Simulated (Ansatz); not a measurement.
Method: Ansatz, DFT PBE, scalar-relativistic, plane waves, PAW. All cells share a 420 eV cutoff and Γ-centred k meshes spaced at most about 0.3 Å⁻¹ (about 0.25 or finer for metals, 2π included). Collinear spin in cells that started with moments and kept them past the coarse steps, no spin elsewhere.

All energies are static (0 K, no zero-point motion).

Compare these two cells of ZrGa₂Se₂, each relaxed at this level.

A. (no spin)

Space group P6/mmm (No. 191). a = 4.904 Å, b = 4.904 Å, c = 5.514 Å, α = 90.00°, β = 90.00°, γ = 120.00°
```
atom  site  symmetry       x       y       z
  Zr    1a     6/mmm  0.0000  0.0000  0.0000
  Ga    2d      -6m2  0.3333  0.6667  0.5000
  Se    2c      -6m2  0.3333  0.6667  0.0000
```

B. (site moments Zr 0.4 μB)

Space group I4/mmm (No. 139). a = 5.238 Å, b = 5.238 Å, c = 7.810 Å, α = 90.00°, β = 90.00°, γ = 90.00°
```csv
atom,site,symmetry,x,y,z
Zr,2a,4/mmm,0.0000,0.0000,0.0000
Ga,4e,4mm,0.0000,0.0000,0.3469
Se,4d,-4m2,0.0000,0.5000,0.2500
```

Question: Which would you expect to be lower, and how large is the difference?

Answer: B is lower, by 19 meV/atom. A has space group P6/mmm (No. 191), 23.0 Å³/atom and no gap on its mesh; B has space group I4/mmm (No. 139), 21.4 Å³/atom and no gap. Counting Se atoms around Ga and Zr (those within 1.25 times the shortest such distance or 1.15 times the sum of covalent radii), A has Zr 6, Ga 2 and B has Zr 8, Ga 4. Their magnetic states differ too, which can make part of the margin. The denser one is the lower, and pressure would at first widen the difference. Both come from invented guesses. A third cell relaxed alike, in P-3m1, lies 0.41 eV/atom below the lower of the two.

The magnetic state reached may not be the lowest. Cells relaxed within their symmetry can be saddle points. Some structure types and database cells were kept out of the candidates from the start, so a known form may be missing.
